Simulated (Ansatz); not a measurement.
**Co (hcp)**

Method: PBEsol, scalar-relativistic; collinear spin; PAW, 420 eV, 20×20×10 k-mesh, Gaussian smearing of 0.05 eV; code Ansatz; PAW files: Ansatz's generated set soft_2.

```
CELL_PARAMETERS angstrom
2.45756 0.00000 0.00000
-1.22878 2.12831 0.00000
0.00000 0.00000 3.96636
ATOMIC_POSITIONS crystal
Co 0.33333 0.66667 0.75000
Co 0.66667 0.33333 0.25000
```

The geometry is fixed. Moments are started on Co in several ways. Signs follow the order of those atoms. q is the propagation vector of an order in a doubled cell, in units of this cell's reciprocal vectors; doubled cells take an equivalent mesh or are counted from a ferromagnetic run in the same cell, unless said otherwise. Energies count from the first row, the state in which the cell was relaxed.

The starts:
- ferromagnetic
- no spin polarisation
- antiferromagnetic in the cell, signs +-
- antiparallel, q = (0, 0, 1/2), signs ++--
- antiparallel, q = (0, 1/2, 1/2), signs ++--
- small parallel moments

Task: Which start ends lowest, and how far above it lies the solution without spin polarisation?

Result: Lowest, alike within 0.5 meV/atom: ferromagnetic; antiferromagnetic in the cell, signs +- (which ended parallel); small parallel moments (which grew into the full parallel moments). Without spin polarisation the energy is 192 meV/atom higher.

```tsv
start	largest typed moment (μB)	ΔE (meV/atom)	gap on the mesh (eV)	P (GPa)	final spin moments (μB)
ferromagnetic	1.50	0.0	metal	0.0	Co 1.64
no spin polarisation	0.00	192.5	metal	-12.1	none
antiferromagnetic in the cell, signs +-	1.50	0.0	metal	0.0	Co -1.64
antiparallel, q = (0, 0, 1/2), signs ++--	1.50	114.5	metal	-2.3	Co 1.41, -1.41
antiparallel, q = (0, 1/2, 1/2), signs ++--	1.50	191.4	metal	-11.3	Co 0.38, -0.38
small parallel moments	0.50	0.0	metal	0.0	Co 1.64
```

1 further start is left out (unconverged or without a whole record).

These starts lost their opposed signs and ended with parallel moments: antiferromagnetic in the cell, signs +-.

The program noted a lower state or an instability beside: antiparallel, q = (0, 0, 1/2), signs ++--; antiparallel, q = (0, 1/2, 1/2), signs ++--. The lower rows of the table may be what it saw.

The atoms aren't at rest in: antiparallel, q = (0, 0, 1/2), signs ++-- (forces up to 0.62 eV/Å), so relaxing would lower that row.

Without spin polarisation the pressure is 12.1 GPa lower than in the lowest state, so the magnetic solution wants the larger cell.

Only orders that fit these small cells were tried.

Site moments are of spin, integrated over atomic spheres.

A lower state of the open shells can't be excluded.
